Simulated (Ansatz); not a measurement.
A generator proposed this cell of Sn4As.

```cif
data_structure
_symmetry_space_group_name_H-M 'P4/mmm'
_symmetry_Int_Tables_number 123
_cell_length_a 4.4513
_cell_length_b 4.4513
_cell_length_c 6.8434
_cell_angle_alpha 90.000
_cell_angle_beta 90.000
_cell_angle_gamma 90.000
_cell_volume 135.60
loop_
_atom_site_label
_atom_site_type_symbol
_atom_site_symmetry_multiplicity
_atom_site_Wyckoff_symbol
_atom_site_fract_x
_atom_site_fract_y
_atom_site_fract_z
_atom_site_occupancy
Sn1 Sn 4 i 0.00000 0.50000 0.34341 1
As1 As 1 b 0.00000 0.00000 0.50000 1
```

Computed with Ansatz 0.2.0, DFT PBE, scalar-relativistic, plane waves, PAW. Settings: cutoff 420 eV, Γ-centred mesh 4×4×4 on the computed 5-atom cell, Gaussian smearing of 0.10 eV; no spin polarisation.

Energies over the elements count from the elements' standard structures at the same level, with no fitted energy shifts. The references include grey tin.

Task: What does a single point on this coarse mesh give?

Result: The pressure is 54.8 GPa (the mean over three directions, positive in compression), the largest force is 17.32 eV/Å, and the energy is +2.99 eV/atom against the elements. The shortest distance is 2.14 Å, so close that the PAW spheres overlap strongly and these values are rough.

Task: Is it a good guess?

Result: A poor one: relaxing gains about 2.9 eV/atom (the start's value is from the coarse mesh, so the gain is rough) in 16 ionic steps and ends at +0.14 eV/atom on the finer mesh. The symmetry stays P4/mmm (No. 123). The volume per atom grows by 7.6 %, from 27.1 to 29.2 Å³. The shortest distance goes from 2.14 Å (Sn–Sn) to 3.06 Å (Sn–As). Conventional cell: a = 4.468 Å, c = 7.311 Å. Sn has 2 As at 3.06 Å and 5 Sn at 3.13–3.16 Å; As is surrounded by 8 Sn at 3.06 Å.

The last run used an 8×8×6 mesh (in the run's order of axes) for its 5-atom cell and Gaussian smearing of 0.10 eV. The cell is a metal run without spin; a magnetic state may lie lower. The reference form of As is held partly by dispersion forces, which this level lacks. The relaxation can't lower the symmetry of the start, and the grade says only how near the guess is to its own end. Symmetry constrained the relaxation, so the result can be a saddle point.
